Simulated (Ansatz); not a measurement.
AlAs:
```
CELL_PARAMETERS angstrom
      0.00000     2.83727     2.83727
      2.83727     0.00000     2.83727
      2.83727     2.83727     0.00000
ATOMIC_POSITIONS crystal
  As 0.75000 0.75000 0.75000
  Al 0.00000 0.00000 0.00000
```

Relaxed with PBEsol. Special points in fractions of this cell's reciprocal vectors: Γ (0.000, 0.000, 0.000); X (0.500, 0.000, 0.500); U (0.625, 0.250, 0.625); K (0.375, 0.375, 0.750); L (0.500, 0.500, 0.500); W (0.500, 0.250, 0.750).

Q: List the band energies nearest the valence-band maximum at these points for DFT-PBEsol with spin–orbit coupling in the program Ansatz with PAW potentials.

A: In eV from the valence-band maximum; about four levels below and three above (degenerate sets whole), none deeper than 8.9 eV; points with the same levels are listed once.

```
k                    below                above
-  -----------------------  -------------------
Γ      0.00 0.00 0.00 0.00  1.81 1.81 4.14 4.14
X  -2.33 -2.33 -2.20 -2.20  1.24 1.24 2.13 2.13
U  -3.56 -3.47 -1.89 -1.89       2.05 2.06 4.77
L  -1.01 -1.01 -0.83 -0.83  1.96 1.96 4.53 4.53
W  -3.35 -3.22 -2.92 -2.92       4.13 4.13 5.43
```

Space group F-43m (zinc blende). The cell was relaxed with PBEsol under the symmetry of its start.

Potentials: the later of the program's two PAW sets.
